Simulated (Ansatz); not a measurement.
Given:

MoPt:
```cif
data_MoPt
_chemical_formula_sum 'Pt1 Mo1'
_space_group_name_H-M_alt 'P 1'
_space_group_IT_number 1
_cell_length_a 3.15784
_cell_length_b 3.15784
_cell_length_c 3.15784
_cell_angle_alpha 90.000
_cell_angle_beta 90.000
_cell_angle_gamma 90.000
loop_
_space_group_symop_operation_xyz
  'x, y, z'
loop_
_atom_site_label
_atom_site_type_symbol
_atom_site_fract_x
_atom_site_fract_y
_atom_site_fract_z
_atom_site_occupancy
Pt1 Pt 0.00000 0.00000 0.00000 1
Mo1 Mo 0.50000 0.50000 0.50000 1
```

This is the r²SCAN-relaxed structure.

Problem. All from r²SCAN in the plane-wave PAW code Ansatz, unless another level is named. Give the formation energy from the elements (no fitted shifts).

Solution. 0.27 eV/atom.

Problem. Predict the density of states at the Fermi level.

Solution. 1.5 states/eV per atom (mean over ±0.08 eV).

Space group Pm-3m (CsCl type). The start of the workflow was typed in or built on a structure type; neither database checked (COD, Materials Project) lists it. Whether it is the stable phase at ambient conditions was not checked. Symmetry was held in the r²SCAN relaxation. At this level the phase is mechanically unstable. The run is not spin-polarised. Its formation energy is positive at this level, so the cell may be metastable or incomplete. The references are the lowest solids computed at this level, not always the standard phases. Spin–orbit coupling is left out wherever it is not named.

Potentials: the earlier of the program's two PAW sets.
